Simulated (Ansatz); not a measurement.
Values for one crystal, relaxed and computed with DFT-r²SCAN in the program Ansatz with PAW potentials; other levels are named.

```yaml
volume_per_atom: 22.14 Å³
electronic_character: metallic (no gap)
Bulk modulus (Birch–Murnaghan fit): 100 GPa
mechanical_stability: unstable (C has a negative eigenvalue)
Elastic constants (relaxed ions, GPa): C11 = 62.3, C12 = 121, C44 = 56.4
Pressure derivative B′: 3.3
Gap with spin–orbit coupling: none (metallic)
```

Which compound is it?
(A) Hf, bcc (W type)
(B) Be, bcc (W type)
(C) Pr, bcc (W type)
(D) Sr, bcc (W type)

A, Hf, bcc (W type)

Space group Im-3m (bcc (W type)). This is a known high-temperature phase of the composition, computed here at zero pressure and temperature. The cell was relaxed with r²SCAN under the symmetry of its start. The run is not spin-polarised. As this level gives no gap, shear constants depend on the k-mesh and smearing (Fermi–Dirac, 0.1 eV here). On the denser mesh and wider smearing of the elastic run this cell carries a stress of 0.4 GPa. Scalar-relativistic: spin–orbit coupling is off unless named, which matters more the heavier the elements.

Potentials: the later of the program's two PAW sets.
